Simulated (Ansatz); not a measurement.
Computed with DFT PBE, scalar-relativistic, plane waves, PAW (Ansatz 0.2.0). All cells share a 420 eV cutoff and Γ-centred k meshes spaced at most about 0.3 Å⁻¹ (about 0.25 or finer for metals, 2π included). No spin polarisation in the final relaxations.

These are static total energies at zero pressure. All come from trial cells, and lower structures may exist.

Problem. Order these relaxed structures of Sc2Si2Se by energy, lowest first, with the energy over the lowest of them.
A.

```xyz
5
Lattice="3.7405 0.0000 0.0000 -1.8702 3.2394 0.0000 0.0000 0.0000 7.9107" Properties=species:S:1:pos:R:3 pbc="T T T"
Sc    1.8702    1.0798    6.2795
Sc    0.0000    2.1596    1.6312
Si    1.8702    1.0798    3.4299
Si    0.0000    2.1596    4.4809
Se    0.0000    0.0000    0.0000
```

B.

```xyz
5
Lattice="1.9652 1.1346 7.0240 -1.9652 1.1346 7.0240 0.0000 -2.2692 7.0240" Properties=species:S:1:pos:R:3 pbc="T T T"
Sc    0.0000    0.0000    8.7668
Sc    0.0000    0.0000   12.3051
Si    0.0000    0.0000    3.6537
Si    0.0000    0.0000   17.4182
Se    0.0000    0.0000    0.0000
```

C.

```xyz
5
Lattice="3.4589 0.0000 0.0000 -1.7295 2.9955 0.0000 0.0000 0.0000 9.7809" Properties=species:S:1:pos:R:3 pbc="T T T"
Sc    0.0000    1.9970    7.9869
Sc    0.0000    1.9970    1.7940
Si    0.0000    0.0000    3.7227
Si    0.0000    0.0000    6.0582
Se    1.7295    0.9985    0.0000
```

D.

```xyz
5
Lattice="-1.7715 1.7715 7.4214 1.7715 -1.7715 7.4214 1.7715 1.7715 -7.4214" Properties=species:S:1:pos:R:3 pbc="T T T"
Sc    0.0000    0.0000    5.8362
Sc    0.0000    0.0000    9.0066
Si    0.0000    1.7715    3.7107
Si    1.7715    0.0000    3.7107
Se    0.0000    0.0000    0.0000
```

Solution. A (0 meV/atom), B (70 meV/atom), D (130 meV/atom), C (412 meV/atom). Forms: A P-3m1; B R-3m; D I4/mmm; C P-6m2. Counting Se or Si atoms around Sc (for each partner element, those within 1.25 times its shortest distance or 1.15 times the sum of covalent radii, where it is the nearest in units of that sum or under 1.3): A has Sc 7; B has Sc 9; D has Sc 8; C has Sc 6. A holds Si–Si nets (shortest 2.40 Å); B holds Si–Si nets (shortest 2.29 Å); D holds Si–Si nets (shortest 2.51 Å); C holds Si–Si pairs (shortest 2.34 Å).

With atoms moved at random, P-3m1 came back. Other cells relaxed within their symmetry can be saddle points. Some candidate types were left out of the draw beforehand, so a known form may be missing.
